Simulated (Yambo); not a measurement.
Quantum ESPRESSO input (LDA, PseudoDojo standard norm-conserving files, scalar-relativistic) whose wavefunctions are converted with p2y:

```
&CONTROL
  calculation = 'nscf'
  pseudo_dir = './pseudo'
  outdir = './out'
/
&SYSTEM
  ibrav = 0
  nat = 9
  ntyp = 3
  ecutwfc = 88.0
  ecutrho = 352.0
  occupations = 'fixed'
  force_symmorphic = .true.
  nbnd = 188
/
&ELECTRONS
  conv_thr = 9.000000000000001e-09
  diago_full_acc = .true.
  diago_thr_init = 1e-08
/
ATOMIC_SPECIES
H 1.0080 H.upf
Ru 101.0700 Ru.upf
Ba 137.3270 Ba.upf
CELL_PARAMETERS angstrom
  0.000000000000   4.033655000000   4.033655000000
  4.033655000000   0.000000000000   4.033655000000
  4.033655000000   4.033655000000   0.000000000000
ATOMIC_POSITIONS crystal
H   0.785770000000   0.785770000000   0.214230000000
H   0.214230000000   0.214230000000   0.785770000000
H   0.214230000000   0.785770000000   0.785770000000
H   0.785770000000   0.214230000000   0.214230000000
H   0.785770000000   0.214230000000   0.785770000000
H   0.214230000000   0.785770000000   0.214230000000
Ru   0.000000000000   0.000000000000   0.000000000000
Ba   0.750000000000   0.750000000000   0.750000000000
Ba   0.250000000000   0.250000000000   0.250000000000
K_POINTS automatic
1 1 1 0 0 0
```

Yambo's initialisation report on symmetry, reciprocal space, the k grid and the gaps on this mesh:

```
  [02.02] Symmetries
  ==================

  Inversion symmetry    : yes
  Spatial inversion     : yes
  Inversion index       :  25
  K-space Time-reversal : no
  Magnetic symmetries   : no
  Group table correct   : yes
  Symmetries units      :  [cc]

  [02.03] Reciprocal space
  ========================

  nG shells         :   693
  nG charge         :   98741
  nG WFs            :  12339
  nC WFs            :  12339
  G-vecs. in first 69 shells:  [ Number ]
     1    9   15   27   51   59   65   89  113
    137   169   181   229   259   283   307   331   339
    387   411   459   531   537   561   609   645   701
    725   749   821   869   893   941   965  1037  1067
   1139  1211  1243  1291  1363  1411  1459  1471  1591
   1639  1687  1759  1807  1837  1893  1917  1989  2085
   2109  2133  2229  2277  2397  2421  2445  2565  2637
   2685  2733  2741  2837  2891  2975
  ...
  Shell energy in first 69 shells:  [ mHa ]
    0.00000      254.798      339.730      679.461      934.259      1019.19      1358.92      1613.72      1698.65
    2038.38      2293.18      2717.84      2972.64      3057.57      3397.30      3652.10      3737.04      4076.77
    4331.56      4416.50      4756.23      5011.02      5435.69      5690.49      5775.42      6115.15      6369.95
    6454.88      6794.61      7049.41      7134.34      7474.07      7728.87      8153.53      8408.33      8493.26
    8832.99      9087.79      9172.72      9767.25      9852.18      10191.9      10446.7      10871.4      11126.2
    11211.1      11550.8      11805.6      11890.6      12230.3      12485.1      12570.0      12909.8      13164.6
    13589.2      13844.0      13928.9      14268.7      14523.5      14608.4      14948.1      15202.9      15287.9
    15627.6      15882.4      16307.1      16561.9      16646.8      16986.5
  ...

  [02.04] K-grid lattice
  ======================

  Compatible Grid is   : 0D
  K lattice UC volume  :  0.280038 [a.u.]

  IBZ K-points                                      :  1
  BZ  K-points                                      :  1

  K/Q-points units:
  rlu = crystal or reduced units; cc = cartesian coordinates; iku = interal k-units

  K [1]          [rlu]:  0.000000  0.000000  0.000000
         WF components:  12339

  [02.05] Energies & Occupations
  ==============================

  [X] === General ===
  [X] Electronic Temperature                        :  0.000000  0.000000 [eV K]
  [X] Bosonic    Temperature                        :  0.000000  0.000000 [eV K]
  [X] Finite Temperature mode                       : no
  [X] El. density                                   :  0.31998E+24 [cm-3]
  [X] Fermi Level                                   :  6.724427 [eV]

  [X] === Gaps and Widths ===
  [X] Conduction Band Min                           :  2.669726 [eV]
  [X] Valence Band Max                              :  0.000000 [eV]
  [X] Filled Bands                                  :  21
  [X] Empty Bands                                   :   22  188
  [X] Direct Gap                                    :  2.669726 [eV]
  [X] Direct Gap localized at k                     :  1
```
The gaps are LDA values on this mesh alone; only operations without fractional translations are kept.

Spin-orbit coupling is not included.

Geometry of the Materials Project entry, not relaxed at this level.
